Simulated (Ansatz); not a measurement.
BaHfO₃:
```cif
data_BaHfO3
_chemical_formula_sum 'Ba1 Hf1 O3'
_space_group_name_H-M_alt 'Pm-3m'
_space_group_IT_number 221
_space_group_name_Hall '-P 4 2 3'
_cell_length_a 4.17718
_cell_length_b 4.17718
_cell_length_c 4.17718
_cell_angle_alpha 90.000
_cell_angle_beta 90.000
_cell_angle_gamma 90.000
loop_
_atom_site_label
_atom_site_type_symbol
_atom_site_symmetry_multiplicity
_atom_site_Wyckoff_symbol
_atom_site_fract_x
_atom_site_fract_y
_atom_site_fract_z
_atom_site_occupancy
Ba1 Ba 1 a 0.00000 0.00000 0.00000 1
Hf1 Hf 1 b 0.50000 0.50000 0.50000 1
O1 O 3 c 0.00000 0.50000 0.50000 1
```

Relaxed with r²SCAN. Independent-particle spectrum: no excitons, no local fields, no scissors shift; 0.1 eV broadening; ε₁ of the summed bands alone.

Question: Tabulate the dielectric function from r²SCAN in the plane-wave PAW code Ansatz.

Answer: 

| E (eV) | ε₁ xx | ε₂ xx |
|---|---|---|
| 0.0 | 4.09 | 0.00 |
| 0.4 | 4.10 | 0.00 |
| 0.8 | 4.12 | 0.00 |
| 1.2 | 4.16 | 0.00 |
| 1.6 | 4.21 | 0.00 |
| 2.0 | 4.28 | 0.00 |
| 2.4 | 4.38 | 0.00 |
| 2.8 | 4.50 | 0.00 |
| 3.2 | 4.66 | 0.00 |
| 3.6 | 4.88 | 0.00 |
| 4.0 | 5.21 | 0.00 |
| 4.4 | 5.79 | 0.14 |
| 4.8 | 6.33 | 0.51 |
| 5.2 | 7.08 | 1.46 |
| 5.6 | 6.87 | 2.53 |
| 6.0 | 6.57 | 3.32 |
| 6.4 | 6.48 | 4.04 |
| 6.8 | 6.50 | 5.28 |
| 7.2 | 4.22 | 8.34 |
| 7.6 | 0.81 | 5.11 |
| 8.0 | 1.84 | 3.19 |
| 8.4 | 3.32 | 3.45 |
| 8.8 | 2.41 | 4.18 |
| 9.2 | 2.79 | 3.31 |
| 9.6 | 1.80 | 4.69 |
| 10.0 | 2.37 | 4.34 |
| 10.4 | 1.29 | 4.43 |
| 10.8 | 1.68 | 5.13 |
| 11.2 | -0.71 | 5.43 |
| 11.6 | -1.31 | 3.84 |
| 12.0 | -1.11 | 2.96 |

Question: From ε at 4.6 eV (xx: 6.04 + 0.32i), find n, k, the normal reflectivity and the absorption coefficient.

Answer: n = 2.46, k = 0.065, R = 18 %, α = 2kE/ħc = 30000 cm⁻¹.

With all bands, ε∞ without local fields is 4.37. DFPT, with local fields, gives 4.34.

Symmetry was held in the r²SCAN relaxation; phonons on a q-mesh show no instability. The run is not spin-polarised. Spin–orbit coupling is left out wherever it is not named.

Potentials: the later of the program's two PAW sets.
